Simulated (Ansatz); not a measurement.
# Property card for TaC₃

All numbers below come from Ansatz, DFT PBE, scalar-relativistic, plane waves, PAW.

Cutoff 420 eV; k points 12×12×12 on the computed 4-atom cell (Γ-centred); Gaussian smearing, width 0.10 eV; no spin polarisation.

The structure is relaxed at this level of theory with its symmetry kept, and needn't be the ground state of this composition.

```yaml
crystal:
  lattice:
    - [3.87814, 0.00000, 0.00000]
    - [-1.93907, 3.35856, 0.00000]
    - [0.00000, 0.00000, 4.20011]
  atoms:
    - { symbol: Ta, position: [0.00000, 0.00000, 0.00000] }
    - { symbol: C, position: [0.33333, 0.66667, 0.00000] }
    - { symbol: C, position: [0.66667, 0.33333, 0.00000] }
    - { symbol: C, position: [0.00000, 0.00000, 0.50000] }
```

| Item | Value |
| --- | --- |
| Space group | P6/mmm (No. 191) |
| Volume per atom | 13.68 Å³ |
| Formation energy from the elements' standard states (uncorrected) | +2.439 eV/atom |
| Kohn–Sham band gap | none (metal) |
| Density of states at the Fermi level | 3.0 states/eV per cell |
| Orbital (Löwdin) character within 0.5 eV of the Fermi level | C 2p 74 %, Ta 5d 19 % |
| Bader charge by site (e) | Ta (1 in the cell) 1.95, C (2 in the cell) -0.62, C (1 in the cell) -0.71 |

Spin-orbit coupling is left out, which matters for the bands of heavy elements.

Another cell of TaC3 relaxed alike, in Cmmm, lies 0.49 eV/atom lower, so this cell isn't the stable form at this level.

The cell was found from a structure generator's guess, not taken from experiment. Löwdin shares on free-atom orbitals overweight diffuse shells.
